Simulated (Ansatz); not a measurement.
TiAl: zone-centre modes

All numbers below come from Ansatz 0.2.0, DFT PBEsol, scalar-relativistic, plane waves, PAW. Cutoff 420 eV, Γ-centred 22×14×14 k-points, Gaussian smearing of 0.15 eV. No spin polarisation.

The undisturbed cell (relaxed at this level; it needn't be the usual structure):

```yaml
crystal:
  lattice:
    - [-2.79516, 0.00000, 0.00000]
    - [0.00000, 2.79516, 4.03874]
    - [0.00000, 2.79516, -4.03874]
  atoms:
    - { symbol: Ti, position: [0.00000, 0.00000, 0.00000] }
    - { symbol: Ti, position: [0.00000, 0.50000, 0.50000] }
    - { symbol: Al, position: [0.50000, 0.50000, 0.00000] }
    - { symbol: Al, position: [0.50000, 0.00000, 0.50000] }
```

Harmonic modes by finite displacements of 0.02 Å, without the LO–TO term. The cell doubles the primitive one, so its zone centre also holds the primitive cell's point q = (0, 1/2, 1/2).

At this geometry, is the structure stable against these modes?

Yes: no mode is imaginary beyond 10 cm⁻¹, and only the three translations lie near zero.

List the wavenumbers in cm⁻¹.

0, 0, 0, 158, 166, 214, 224, 270, 271, 309, 329, 334.

Cost: 1 run of about 7.9 core-minutes, on Intel Xeon Platinum 8259CL (Skylake/Cascade Lake) (shared hosts).